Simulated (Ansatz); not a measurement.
BaF2:
```xyz
3
Lattice="0.0000 3.0976 3.0976 3.0976 0.0000 3.0976 3.0976 3.0976 0.0000" Properties=species:S:1:pos:R:3 pbc="T T T"
Ba     0.0000     0.0000     0.0000
F      1.5488     1.5488     1.5488
F      4.6464     4.6464     4.6464
```

Relaxed with r²SCAN.

Question: Map the electron localisation function on the plane through (0.000, 0.000, 0.000) spanned by u = [1, 0, 0] and v = [-1, 1, 1] in lattice vectors, from the program Ansatz at the r²SCAN level (PAW).

Answer: x is the fraction of u, y of v (the angle between them is 90°; rows are the nearest grid lines); atoms in the plane: Ba at (0.00, 0.00), F at (0.50, 0.25), F at (0.50, 0.75).
```
|00179972000000027997100|
|00289972000000027998200|
|88999620146664102699988|
|99998301478887410379999|
|99984103789998730048999|
|65310048987678984001356|
|11000158986568985100011|
|00000258987778985200000|
|00000246788988764200000|
|00000124677777642100000|
|00000012344544321000000|
|00000000000000000000000|
|00000000000000000000000|
|00000012344544321000000|
|00000124677777642100000|
|00000246788988764200000|
|00000258987778985200000|
|11000158986568985100011|
|65310048987678984001356|
|99984003789998730148999|
|99997301478887410389999|
|88999620146664102699988|
|00289972000000027998200|
|00179972000000027997100|
```
Scale: ten equal steps from -0.001 (start of '0') to 0.885 (end of '9'), in the order '0123456789'; x runs from 0.000 to 1.00, y from 0.000 (bottom) to 1.00 (top).

The density is the valence pseudo-density with augmentation charge, so density and ELF within about 1 Å of a nucleus are not all-electron values.

Space group Fm-3m (fluorite). Symmetry was held in the r²SCAN relaxation. Spin–orbit coupling is left out wherever it is not named.

Potentials: the earlier of the program's two PAW sets. The files were generated under PBE; for other functionals the program regenerates the frozen cores, and for LDA and PBEsol the local potential too.
